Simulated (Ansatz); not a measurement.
**BeH₄, before and after**

Recipe of this trial structure of BeH₄: random cell by space group and Wyckoff sites (I-43m, No. 217). Lengths were set from tabulated atomic sizes, so they are only a guess.

start.cif

```cif
data_structure
_symmetry_space_group_name_H-M 'I-43m'
_symmetry_Int_Tables_number 217
_cell_length_a 4.4561
_cell_length_b 4.4561
_cell_length_c 4.4561
_cell_angle_alpha 90.000
_cell_angle_beta 90.000
_cell_angle_gamma 90.000
_cell_volume 88.48
loop_
_atom_site_label
_atom_site_type_symbol
_atom_site_symmetry_multiplicity
_atom_site_Wyckoff_symbol
_atom_site_fract_x
_atom_site_fract_y
_atom_site_fract_z
_atom_site_occupancy
Be1 Be 2 a 0.00000 0.00000 0.00000 1
H1 H 8 c 0.24467 0.24467 0.24467 1
```

The calculation used DFT PBE, scalar-relativistic, plane waves, PAW (Ansatz 0.2.0). Cutoff 420 eV, Gaussian smearing, Γ-centred meshes. Cell and atoms relax first on a coarse mesh and then on a finer one. In between, the cell is made exact in the group found at 0.06 Å. In metals the finer mesh still leaves noise of several meV/atom or more. The steps can't lower the symmetry of their start. No spin polarisation.

end.cif

```cif
data_structure
_symmetry_space_group_name_H-M 'Im-3m'
_symmetry_Int_Tables_number 229
_cell_length_a 3.6578
_cell_length_b 3.6578
_cell_length_c 3.6578
_cell_angle_alpha 90.000
_cell_angle_beta 90.000
_cell_angle_gamma 90.000
_cell_volume 48.94
loop_
_atom_site_label
_atom_site_type_symbol
_atom_site_symmetry_multiplicity
_atom_site_Wyckoff_symbol
_atom_site_fract_x
_atom_site_fract_y
_atom_site_fract_z
_atom_site_occupancy
Be1 Be 2 a 0.00000 0.00000 0.00000 1
H1 H 8 c 0.25000 0.25000 0.25000 1
```

The symmetry goes from I-43m (No. 217) to Im-3m (No. 229). The volume per atom shrinks by 44.7 %, from 8.8 to 4.9 Å³. The shortest distance goes from 1.89 Å (Be–H) to 1.58 Å (Be–H). The energy falls by about 0.35 eV/atom (the start's value is from the coarse mesh).

```json
{
  "Volume per atom": "4.89 Å³",
  "Density": "0.89 g/cm³",
  "Formation energy": "+0.57 eV/atom",
  "Gap on the 14×14×14 mesh of the 5-atom cell": "0 eV (a metal)"
}
```

The zero of energy is the elements' standard structures at the same level (H₂ as a molecule); no fitted shifts are applied. It can't be a ground state, since the elements alone are lower.

The last run used Gaussian smearing of 0.10 eV. With hydrogen, zero-point motion can shift formation energies by some tens of meV/atom. A structure relaxed within its symmetry needn't be a true minimum. In all, the 3 runs took 7.8 s on 1 thread of Arm Neoverse V2 (shared host).
